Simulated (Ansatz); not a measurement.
Consider the following.

C (diamond)

```xyz
4
Lattice="0.0000 3.5716 3.5716 1.7858 1.7858 3.5716 1.7858 1.7858 0.0000" Properties=species:S:1:pos:R:3 pbc="T T T"
C      1.7858     1.7858     1.7858
C      1.7858     3.5716     3.5716
C      2.6787     2.6787     2.6787
C      2.6787     4.4645     4.4645
```

The atoms are displaced by Q × the pattern below (from a DFPT mode at X = (0.5, 0.5, 0.0), largest move 1; Q in Å), at fixed cell. It is one choice among 2 degenerate patterns. (q is in reciprocal vectors of the primitive cell; the cell shown is doubled to hold the pattern.)

```
atom       x       y      z
----  ------  ------  -----
C1    -0.344   0.939  0.000
C2     0.344  -0.939  0.000
C3     0.939  -0.344  0.000
C4    -0.939   0.344  0.000
```

Computed with PBE (plane waves to 420 eV, PAW, scalar-relativistic; Ansatz, a program for electronic structure). k mesh 16×16×16 (Γ-centred), Fermi-Dirac smearing 0.05 eV. Energies are smeared free energies. C was relaxed with its symmetry unable to fall. The PAW data are Ansatz's earlier set. ΔE is measured from the undisplaced structure.

The scan covers Q from -0.180 to 0.180 Å in 13 points.

### Question
Which space group does the distorted structure have?

### Answer
P2_12_12_1 (No. 19), lowered from Fd-3m.

### Question
Is this a single well or a double well?

### Answer
A single well with its minimum at or next to zero displacement.

### Question
What is the energy change at Q = 0.180 Å?

### Answer
1734 meV/cell.

### Question
What harmonic wavenumber does the curvature at Q = 0 give?

### Answer
781 cm⁻¹.

(A displaced cell: forces are minus the slopes of the energy, force constants its curvatures, and phonons follow from these.)
